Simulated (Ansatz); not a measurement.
Cu2O (cuprite type, space group Pn-3m)

```
Cu2O
1.0
    4.29840     0.00000     0.00000
    0.00000     4.29840     0.00000
    0.00000     0.00000     4.29840
Cu O
4 2
Direct
  0.75000   0.75000   0.75000
  0.75000   0.25000   0.25000
  0.25000   0.75000   0.25000
  0.25000   0.25000   0.75000
  0.00000   0.00000   0.00000
  0.50000   0.50000   0.50000
```

The slice is a {110} plane (indices of the conventional cell) through the point (0.750, 0.750, 0.750) (fractional), spanned by u = [100] and v = [011] in vectors of this cell: u (4.30 Å) and v (6.08 Å, at 90° to u). It covers one period; positions are fractions (u, v).

Method: PBE (plane waves to 420 eV, PAW, scalar-relativistic; Ansatz, a quantum-chemistry and plane-wave program). k mesh 8×8×8. Near the nuclei the fields are pseudised (PAW); where an atom keeps semicore shells as valence, they peak there. Cu2O is run without spin polarisation. Cu2O was relaxed with its symmetry unable to fall.

Problem. Around which element is the density of the lowest conduction band (whole band as if filled, smooth part) largest on this plane?

Solution. O. Mean over a disc round each atom, of radius 0.45 times the shortest bond: O 0.083, Cu 0.020 e/Å³.

Problem. The ELF has a maximum in the middle third of the Cu–O line. Where, and how high?

Solution. 0.83, 1.2 Å from Cu.

Problem. What is the ELF at the midpoint of the shortest Cu–O line in this plane (1.86 Å)?

Solution. 0.23.

Problem. Predict the map of the density of the highest valence band (whole band, smooth part) on the slice.

Solution. 
```
|. -+=:.            .:==|
|::*#+-.            .=##|
|--+*=:.         ..  :++|
|.:--:.        ..:::  .:|
| ....        .:=*#+-.  |
|             .=#@@@#=. |
|             :+@@+*@#-.|
|            .:*@* -@%=.|
|             :+@@+*@#-.|
|             .=#@@@#=. |
| ....        .:=*#+-.  |
|.:--:.        ..:::  .:|
|--+*=:.         ..  :++|
|::*#+-.            .=##|
|. -+=:.            .:==|
|. .::.            .::. |
|.==:.            .:=+- |
|:##=.            .-+#*:|
|-++:  ..         .:=*+-|
|.:.  :::..        .:--:|
|   .-+#*=:.        ....|
|  .=#@@@#=.            |
| .-#@*+@@+:            |
| .=%@- *@*:.           |
| .-#@*+@@+:            |
|  .=#@@@#=.            |
|   .-+#*=:.        ....|
|.:.  :::..        .:--:|
|-++:  ..         .:=*+-|
|:##=.            .-+#*:|
|.==:.            .:=+- |
|. .::.            .::. |
```
Scale: ten equal steps from 0.000 (start of ' ') to 0.058 (end of '@'), in the order ' .:-=+*#%@'. Values: density of the highest valence band (whole band, smooth part) in e/Å³. The map has 23 points along u (one character each, u = 0 at the left) and 32 along v (v = 0 in the bottom row).
